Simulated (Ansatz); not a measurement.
How far is PAW off for ScZn?

```
Sc Zn
1.0
     3.35000    0.00000    0.00000
     0.00000    3.35000    0.00000
     0.00000    0.00000    3.35000
Sc Zn
1 1
Direct
  0.00000 0.00000 0.00000
  0.50000 0.50000 0.50000
```

Atom numbers follow the list: Sc1, Zn2.

The geometry is COD entry 1527719, unchecked; take it as a test cell.

Spin polarisation is left out, and whether a magnetic state lies lower isn't shown here.

All numbers are computed: DFT, PBEsol, PAW with Ansatz's default frozen-core files, scalar-relativistic (Ansatz 0.2.0); DFT, PBEsol, all-electron PAW with datasets made for the crystal, scalar-relativistic (Ansatz 0.2.0); DFT, PBEsol, all-electron LAPW, scalar-relativistic (Ansatz 0.2.0).

For PAW: a Γ-centred 10×10×10 k mesh, Fermi–Dirac smearing of 0.03 eV, cutoff 420 eV, no spin polarisation; the PAW files were made with PBE, and the program remakes their frozen cores for this functional. The crystal-made all-electron datasets (AE datasets) take a cutoff of 240 eV at this cell. LAPW targets a basis error of 0.5 meV/atom. The Ansatz runs share mesh, smearing and spin set-up. Plane-wave (PAW) pressures include the program's estimate of the Pulay term.

Stress and pressure are positive in compression.

Levels count from the Fermi level.

```json
{"quantity": "pressure (GPa)", "PAW": "-3.31", "AE datasets": "-3.31", "LAPW": "-3.31"}
{"quantity": "highest filled level at R (eV)", "PAW": "-1.675", "AE datasets": "-1.675", "LAPW": "-1.675"}
{"quantity": "lowest empty level at R (eV)", "PAW": "0.740", "AE datasets": "0.737", "LAPW": "0.737"}
{"quantity": "highest filled level at X (eV)", "PAW": "-3.620", "AE datasets": "-3.620", "LAPW": "-3.620"}
{"quantity": "lowest empty level at X (eV)", "PAW": "0.354", "AE datasets": "0.354", "LAPW": "0.354"}
{"quantity": "highest filled level at Γ (eV)", "PAW": "-6.810", "AE datasets": "-6.792", "LAPW": "-6.792"}
{"quantity": "lowest empty level at Γ (eV)", "PAW": "0.079", "AE datasets": "0.079", "LAPW": "0.079"}
```

PAW's pressure differs from the LAPW value by about 0.01 GPa or less.
